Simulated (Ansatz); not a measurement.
The relaxed structure here is a generated cell of SrTiO3: the first start was made by a random draw of sites in a space group, and the end was not matched to a known phase here, so it may be hypothetical. Known forms of SrTiO3 include space group No. 221.

One stationary structure of SrTiO3. Level of theory: PBE (plane waves to 420 eV, PAW, scalar-relativistic; Ansatz, a first-principles code).

```cif
data_O6Sr2Ti2
_chemical_formula_sum 'O6 Sr2 Ti2'
_space_group_name_H-M_alt 'P 1'
_space_group_IT_number 1
_cell_length_a 7.48031
_cell_length_b 7.48031
_cell_length_c 4.88073
_cell_angle_alpha 90.000
_cell_angle_beta 90.000
_cell_angle_gamma 137.894
loop_
_space_group_symop_operation_xyz
  'x, y, z'
loop_
_atom_site_label
_atom_site_type_symbol
_atom_site_fract_x
_atom_site_fract_y
_atom_site_fract_z
_atom_site_occupancy
O1 O 0.75000 0.25000 0.25529 1
O2 O 0.25000 0.75000 0.74471 1
O3 O 0.06141 0.93859 0.30793 1
O4 O 0.93859 0.06141 0.69207 1
O5 O 0.43859 0.56141 0.30793 1
O6 O 0.56141 0.43859 0.69207 1
Sr1 Sr 0.25000 0.75000 0.24459 1
Sr2 Sr 0.75000 0.25000 0.75541 1
Ti1 Ti 0.25000 0.25000 0.50000 1
Ti2 Ti 0.75000 0.75000 0.50000 1
```

Task: Find the space group and the Wyckoff positions (tolerance 0.01 Å).

Result: Space group Cmme (No. 67); a = 5.3743 Å, b = 13.9620 Å, c = 4.8807 Å, α = 90.00°, β = 90.00°, γ = 90.00°

| atom | site | symmetry | x | y | z |
|---|---|---|---|---|---|
| O | 4g | mm2 | 0.0000 | 0.2500 | 0.7447 |
| O | 8m | m.. | 0.0000 | 0.0614 | 0.3079 |
| Sr | 4g | mm2 | 0.0000 | 0.2500 | 0.2446 |
| Ti | 4b | 222 | 0.2500 | 0.5000 | 0.5000 |

Task: Give the shortest distances between elements (the closest pairs, up to four, under 3.6 Å).

Result: O–Ti 1.85 Å; O–Sr 2.44 Å; O–O 2.54 Å; Ti–Ti 2.69 Å.

```yaml
volume_per_atom: 18.31 Å³
band_gap: no gap on the sampled points, where the bands overlap only slightly; such a result is sensitive to mesh and level
```

No spin polarisation in the result. No Hubbard U is applied.

The run could not lower the symmetry of its start; a shaken copy of this end point relaxes with PBE to P-1 (No. 2), 0.49 eV/atom lower.
